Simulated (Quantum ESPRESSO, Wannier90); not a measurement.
## CsGeBr$_{3}$ (cubic perovskite): Wannier90 run

```xyz
5
Lattice="5.5333 0.0000 0.0000 0.0000 5.5333 0.0000 0.0000 0.0000 5.5333" Properties=species:S:1:pos:R:3 pbc="T T T"
Cs     0.0000     0.0000     0.0000
Ge     2.7667     2.7667     2.7667
Br     2.7667     2.7667     0.0000
Br     0.0000     2.7667     2.7667
Br     2.7667     0.0000     2.7667
```

Structure: Materials Project mp-570223, symmetrised, not relaxed again. Not found in the COD (Crystallography Open Database) copy used; not checked further. Method: PBEsol plane waves in Quantum ESPRESSO 7.5 (PseudoDojo norm-conserving files, 63 Ry, spinors with spin-orbit coupling), Bloch states on a 4×4×4 mesh through Γ, Wannier90 4.0.1. Density: 6×6×6 mesh, Gaussian smearing 0.01 Ry.

A tight-binding model is made by disentanglement and projection with no localisation steps (num_iter = 0), so the 32 orbitals stay atom-like: hydrogen-like Cs: s; Ge: p; Br: s;p, axes along x, y, z; frozen window up to 1.85 eV relative to the valence-band maximum. It follows pw.x to 6.0 meV rms for states up to 1.4 eV relative to the valence-band maximum. Matrix elements depend on this choice of orbitals and windows. Bands 19–26 (Cs 5p 73 %, Ge 4s 16 %, Br 4p 8 %) lie between the kept ones and are excluded.

Q: What are the on-site energies relative to the valence-band maximum, and how fast do the hoppings decay?

A: 
```json
[
 {"atom": "Cs1", "orbitals": "s↑ s↓", "energy (eV)": "4.69"},
 {"atom": "Ge2", "orbitals": "pz↑ pz↓ px↑ px↓ py↑ py↓", "energy (eV)": "1.11"},
 {"atom": "Br3", "orbitals": "s↑ s↓", "energy (eV)": "-14.80"},
 {"atom": "Br3", "orbitals": "pz↑ pz↓", "energy (eV)": "-1.93"},
 {"atom": "Br3", "orbitals": "px↑ px↓ py↑ py↓", "energy (eV)": "-2.74"},
 {"atom": "Br4", "orbitals": "s↑ s↓", "energy (eV)": "-14.80"},
 {"atom": "Br4", "orbitals": "pz↑ pz↓ py↑ py↓", "energy (eV)": "-2.74"},
 {"atom": "Br4", "orbitals": "px↑ px↓", "energy (eV)": "-1.93"},
 {"atom": "Br5", "orbitals": "s↑ s↓", "energy (eV)": "-14.80"},
 {"atom": "Br5", "orbitals": "pz↑ pz↓ px↑ px↓", "energy (eV)": "-2.74"},
 {"atom": "Br5", "orbitals": "py↑ py↓", "energy (eV)": "-1.93"}
]
```

| distance of the centres (Å) | largest modulus (eV) |
|---|---|
| 2–3 | 2.1 |
| 3–4 | 0.36 |
| 4–5 | 0.013 |
| 5–6 | 0.40 |
| 6–7 | 0.029 |
| 7–8 | 0.095 |
| 8–9 | 0.11 |
| 9–10 | 0.011 |
| 10–11 | 0.0032 |

Effective spin-orbit constants λ of λ L·S, from the same-site elements px↑–py↑ (λ/2) and dx2-y2↑–dxy↑ (λ), where they are among the larger elements: Br4 p 0.31 eV, Br5 p 0.31 eV, Br3 p 0.30 eV.
